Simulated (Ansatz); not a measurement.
A geometry of NbRu away from equilibrium: step 5 of the relaxation of a relaxed NbRu cell displaced along its unstable phonon at q = Γ (124i cm⁻¹), largest move 0.15 Å. Calculation: PBE (plane waves to 420 eV, PAW, scalar-relativistic; Ansatz, a quantum-chemistry and plane-wave program). Γ-centred k-mesh 11×11×4 on the run's cell (coarser than for final values), Fermi–Dirac smearing 0.05 eV. The plane waves were selected for a different cell earlier on the path.

```yaml
crystal:
  lattice:
    - [2.87701, 0.00000, 0.00000]
    - [0.00000, 2.94198, 0.00000]
    - [0.00000, 0.00000, 7.88039]
  atoms:
    - { symbol: Ru, position: [0.00000, 0.40748, 0.00000] }
    - { symbol: Ru, position: [0.50000, 0.31429, 0.50000] }
    - { symbol: Nb, position: [0.00000, 0.88750, 0.26862] }
    - { symbol: Nb, position: [0.00000, 0.88750, 0.73138] }
```

### Question
Give the Cartesian forces on all atoms (eV/Å).

### Answer
```csv
atom,Fx,Fy,Fz
Ru1,0.00,-0.31,0.00
Ru2,0.00,0.85,0.00
Nb3,0.00,-0.27,-0.01
Nb4,0.00,-0.27,0.01
```

The path ends in Pmmm (No. 47). No spin polarisation in the result.

The run could not lose the symmetry of its start: the end is stationary, and may be a saddle point rather than a minimum.

The end of the path is a generated cell of NbRu: the first start was made by placing the elements on the sites of a structure type, and the end was not matched to a known phase here, so it may be hypothetical.
